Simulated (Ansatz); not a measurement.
Ga2PN in space group P3m1 (No. 156; Ga on 1a, Ga on 1c, P on 1a, N on 1c) under volume change, PBEsol (plane waves, PAW; program Ansatz), shape and atoms relaxed at each volume.

```
V (Å³/atom)  E − E(relaxed) (meV/atom)  P (GPa)
-----------  -------------------------  -------
14.124                            51.5    12.86
14.589                            21.6     7.86
15.055                             5.1     3.61
15.520                             0.0     0.00
15.986                             4.6    -3.07
16.452                            17.4    -5.67
16.917                            37.2    -7.88
```

What does a third-order Birch–Murnaghan fit give for V₀, B₀ and B′?

V₀ = 15.52 Å³/atom, B₀ = 111 GPa, B′ = 4.4.

The start of the workflow was typed in or built on a structure type; neither database checked (COD, Materials Project) lists it. Its standing as an ambient phase is unchecked. The PBEsol relaxation kept the symmetry of its start; its stability against distortions is not shown here.

Potentials: the later of the program's two PAW sets.
